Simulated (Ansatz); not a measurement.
LiNbO3:
```xyz
10
Lattice="2.5729 1.4854 4.6191 -2.5729 1.4854 4.6191 0.0000 -2.9709 4.6191" Properties=species:S:1:pos:R:3 pbc="T T T"
Li     0.0000     0.0000     4.9434
Li     0.0000     0.0000     8.9139
Nb     0.0000     0.0000     1.9969
Nb     0.0000     0.0000    11.8603
O     -0.8752    -1.6823     8.0218
O      0.8752     1.6823     5.8355
O     -1.0193     1.5991     8.0218
O      1.0193    -1.5991     5.8355
O      1.8945     0.0832     8.0218
O     -1.8945    -0.0832     5.8355
```

x, y and z are the axes in which the lattice vectors are written.

### Question
Give the high-frequency dielectric tensor and the Born effective charge tensors of the independent atoms from DFPT, LDA (plane waves, PAW; program Ansatz).

### Answer

ε∞:
```
5.15  0.00  0.00
0.00  5.15  0.00
0.00  0.00  3.45
```
Z* of atom 1 (Li), rows: field, columns: displacement, in e:
```
 1.24  -0.01   0.00
 0.01   1.24   0.00
 0.00   0.00   1.50
```
Z* of atom 3 (Nb), rows: field, columns: displacement, in e:
```
 6.73  -0.16   0.00
 0.16   6.73   0.00
 0.00   0.00   3.10
```
Z* of atom 5 (O), rows: field, columns: displacement, in e:
```
-3.56   1.01  -0.19
 0.90  -1.75  -0.30
-0.30  -0.30  -1.53
```

Space group R-3. The first step of the workflow began from a Materials Project structure, measured or hypothetical; the Crystallography Open Database files this formula in space group No. 148, but the cells were not matched. It is not the phase usual at ambient conditions (space group No. 161). The cell was relaxed with LDA under the symmetry of its start; whether a distortion lowers the energy is not shown. No spin polarisation was allowed. Scalar-relativistic: spin–orbit coupling is off unless named, which matters more the heavier the elements.

Potentials: the later of the program's two PAW sets.
